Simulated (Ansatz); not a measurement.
According to plane-wave PAW PBE (Ansatz code), Te in the diamond structure (Fd-3m) relaxes to a = 7.183 Å. Te has 4 nearest neighbours from 3.11 Å (tetrahedral).

Electronic character: metallic (no gap). Gap from PBE with spin–orbit coupling: none (metallic).

An equation-of-state fit gives a bulk modulus of 26.5 GPa.

The start of the workflow was typed in or built on a structure type; neither database checked (COD, Materials Project) lists it. It is not the phase usual at ambient conditions (space group No. 152). The PBE relaxation kept the symmetry of its start; its stability against distortions is not shown here. The volume moved by 16 % from the start of the relaxation. Scalar-relativistic: spin–orbit coupling is off unless named, which matters more the heavier the elements.

Potentials: the earlier of the program's two PAW sets.
